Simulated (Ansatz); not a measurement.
**Gd: strain and displacement**

```yaml
crystal:
  lattice:
    - [3.64193, 0.00000, 0.00000]
    - [-1.82097, 3.15401, 0.00000]
    - [0.00000, 0.00000, 5.90172]
  atoms:
    - { symbol: Gd, position: [0.33333, 0.66667, 0.25000] }
    - { symbol: Gd, position: [0.66667, 0.33333, 0.75000] }
```

Atom numbers follow the list: Gd1, Gd2.

Conventional cell: a = 3.642 Å, b = 3.642 Å, c = 5.902 Å, α = 90.00°, β = 90.00°, γ = 120.00°. Around Gd (atom 1) lie 12 Gd at 3.62 to 3.64 Å.

Structure from Materials Project entry mp-155 (possibly hypothetical), not relaxed further.

Where the f shell is localised, expect the real compound to differ from this run without U.

Other magnetic orders may lie lower; this is the state that the run reached.

No spin–orbit coupling, which matters for the heavy atoms here.

Computed with DFT, LDA, PAW with Ansatz's default frozen-core files, scalar-relativistic (Ansatz 0.2.0).

The runs use a Γ-centred 12×12×6 k mesh, Fermi–Dirac smearing of 0.03 eV, cutoff 420 eV, spin-polarised from start moments Gd1 7, Gd2 7 μB; the PAW files were made with PBE, and the program remakes their frozen cores for this functional.

The unchanged cell is at -4.38 GPa.

In a metal, stresses and small energies carry noise from the k mesh.

x, y and z are the Cartesian axes of the cell as listed; fractional coordinates follow a strain, and an engineering shear is twice the off-diagonal strain component.

With this change (z strained by +1 % at fixed volume), what becomes of the energy and stress and moment?

Energy change +2.2 meV/atom; stress change (xx, yy, zz, yz, xz, xy) 0.20, 0.20, -0.48, 0.00, 0.00, 0.00 GPa, compression positive; moment 15.19 → 15.18 μB.

With z strained by +4 % at fixed volume: energy change +16.8 meV/atom; stress change (xx, yy, zz, yz, xz, xy) 0.85, 0.85, -1.82, 0.00, 0.00, 0.00 GPa, compression positive; moment 15.19 → 15.14 μB.

With this change (atom 1 (Gd) moved by (0.0173, 0.0173, 0.0173) Å), what becomes of the energy and stress and forces and moment?

Energy change +0.2 meV/atom; stress change (xx, yy, zz, yz, xz, xy) -0.04, 0.04, 0.00, 0.00, 0.00, -0.04 GPa, compression positive; change of the force on Gd1 (-0.015, -0.015, -0.024) eV/Å; moment 15.19 → 15.18 μB.

What force constant does this one finite step give for Gd1 along its displacement (all its periodic images move with it)?

k = −ΔF·u/|u|² = 1.04 eV/Å², so the force pulls the atom back.
